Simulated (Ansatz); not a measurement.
**Hf2Ga: enthalpy against pressure**

Hf2Ga, I4/mcm, a = 6.612 Å, c = 5.246 Å. The structure is a COD entry; whether it is the stable form wasn't checked. Ansatz: PBEsol, PAW, 420 eV, Γ-centred 8×8×8 mesh on 6 atoms, Gaussian smearing 0.10 eV; no spin polarisation. Cell and atoms are relaxed at each pressure, and no other structure is tried, so the rows at high pressure may lie past a change of phase. y is the enthalpy over the state at zero pressure; there V0 = 19.111 Å³/atom. The pressures are the targets, met within 0.03 GPa.

```tsv
P (GPa)	y (eV/atom)
-3.0	-0.3622
0.0	0.0000
3.0	0.3537
8.0	0.9266
15.0	1.6986
30.0	?
60.0	6.1036
```

Fit y = c1 P + c2 P² + c3 P³ to the other rows, say what c1 and c2 mean, and predict the missing value.

Least squares on the rows shown. y = 0.11923 P − 0.00043620 P² + 2.4088×10⁻⁶ P³. Since dH/dP = V, c1 is V0: 0.11923 eV/GPa × 160.2 = 19.101 Å³ against 19.111; c2 = −V0/(2B0) gives B0 = 137 GPa, where a Birch–Murnaghan fit to the volumes of the same runs (not shown) gives 127 GPa: a cubic over this range folds the higher terms into c2. At P = 30.0 the fit asked for gives 3.2494 eV/atom. The run gave 3.2601 eV/atom, so the fit is 0.0107 eV/atom too low, 0.17 % of the span of the series, against an rms of 0.0004 eV/atom on the fitted rows. With a term in P⁴ added, a fit to the same known rows predicts 3.2626 eV/atom, so most of the miss is curvature that the known rows already hold. Also, this row ran on the mesh 10×10×10, its neighbour on 8×8×8, which can shift it a little.

The mesh isn't the same in all rows (8×8×8, 10×10×10). Spin–orbit coupling is left out, which can shift energies with elements as heavy as these.